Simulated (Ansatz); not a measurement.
Data:

FeCo:
```
CELL_PARAMETERS angstrom
      2.80048     0.00000     0.00000
      0.00000     2.80048     0.00000
      0.00000     0.00000     2.80048
ATOMIC_POSITIONS crystal
  Fe 0.00000 0.00000 0.00000
  Co 0.50000 0.50000 0.50000
```
Starting moments (μB, in the order of the atoms Fe Co): 2.8 1.8.

This is the PBEsol-relaxed structure.

All from plane-wave PAW PBEsol (Ansatz code), unless another level is named. Predict the Young's modulus.

262 GPa.

Next, the elastic constants (relaxed ions, GPa)?

C11 = 294, C12 = 181, C44 = 148.

Space group Pm-3m (CsCl type). Symmetry was held in the PBEsol relaxation. Magnetic state: ferromagnetic, chosen from 5 collinear starts compared on coarse meshes (ties went to the first, and starts can fall back to one state), not a proven ground state. Textbook magnetic order: ferromagnetic. As this level gives no gap, shear constants depend on the k-mesh and smearing (Fermi–Dirac, 0.1 eV here).

Potentials: the later of the program's two PAW sets.
